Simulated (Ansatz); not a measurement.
MgPt₃ (Cu3Au type, Pm-3m), a = b = c = 3.880 Å, α = β = γ = 90.00°.

Relaxed with LDA.

Q: Which orbitals make up the states near the Fermi level in LDA in the plane-wave PAW code Ansatz?

A: Within 0.5 eV of the Fermi level: Pt 5d 76 %, Mg 3s 9 %, Pt 6s 7 %, outside the projected shells 7 %. Projections are on Löwdin-orthogonalised atomic valence shells; empty p or d shells of many metals are not among them.

Q: Tabulate the density of states.

A: States/eV per cell of 4 atoms, in 0.25 eV bins, energy from the Fermi level.

```
E (eV)  total  Pt 5d  Pt 6s  Mg 3s
------  -----  -----  -----  -----
-7.85    0.58   0.06   0.43   0.07
-7.60    0.76   0.11   0.56   0.07
-7.35    0.84   0.17   0.59   0.06
-7.10    0.89   0.24   0.58   0.05
-6.85    1.13   0.50   0.57   0.05
-6.60    1.60   1.02   0.52   0.05
-6.35    1.92   1.36   0.41   0.13
-6.10    3.73   2.27   0.95   0.46
-5.85    4.41   3.12   0.83   0.41
-5.60    6.47   5.61   0.67   0.14
-5.35    6.32   5.74   0.44   0.10
-5.10    5.27   4.88   0.25   0.09
-4.85    4.90   4.59   0.18   0.06
-4.60    4.03   3.75   0.17   0.04
-4.35    4.01   3.65   0.22   0.04
-4.10    4.99   4.66   0.18   0.04
-3.85    5.53   5.18   0.18   0.04
-3.60    6.28   5.76   0.28   0.05
-3.35    5.31   4.75   0.30   0.07
-3.10    3.20   2.86   0.18   0.02
-2.85    3.15   2.81   0.17   0.03
-2.60    3.82   3.48   0.20   0.02
-2.35    5.18   4.80   0.25   0.02
-2.10    6.15   5.79   0.23   0.02
-1.85    7.24   6.77   0.32   0.02
-1.60    6.31   5.87   0.31   0.01
-1.35    6.58   6.08   0.30   0.02
-1.10    4.06   3.65   0.20   0.03
-0.85    3.01   2.68   0.14   0.04
-0.60    2.56   2.18   0.15   0.10
-0.35    2.52   1.88   0.20   0.22
-0.10    3.62   2.50   0.29   0.50
0.15     3.16   2.58   0.20   0.21
0.40     2.23   1.78   0.15   0.15
0.65     1.30   0.95   0.11   0.12
0.90     0.49   0.17   0.09   0.10
1.15     0.40   0.12   0.06   0.07
1.40     0.35   0.10   0.04   0.04
1.65     0.33   0.12   0.04   0.01
1.90     0.52   0.20   0.11   0.00
2.15     1.42   0.59   0.48   0.01
2.40     1.79   0.64   0.62   0.04
2.65     1.56   0.46   0.52   0.06
2.90     1.26   0.31   0.39   0.07
3.15     1.14   0.24   0.32   0.07
3.40     1.06   0.20   0.29   0.07
3.65     0.98   0.16   0.25   0.06
3.90     0.93   0.13   0.22   0.06
4.15     0.87   0.11   0.20   0.06
4.40     0.77   0.09   0.18   0.05
4.65     0.73   0.07   0.16   0.05
```

The workflow started from an entry of the Crystallography Open Database (COD); the relaxed space group is not among those it files for this formula. COD files the formula under space group No. 123, so this cell is another polymorph or a model. Its standing as an ambient phase is unchecked. Symmetry was held in the LDA relaxation; of distortions, only those at the zone centre were tested. The run is not spin-polarised. Spin–orbit coupling is left out wherever it is not named.

Potentials: the later of the program's two PAW sets.
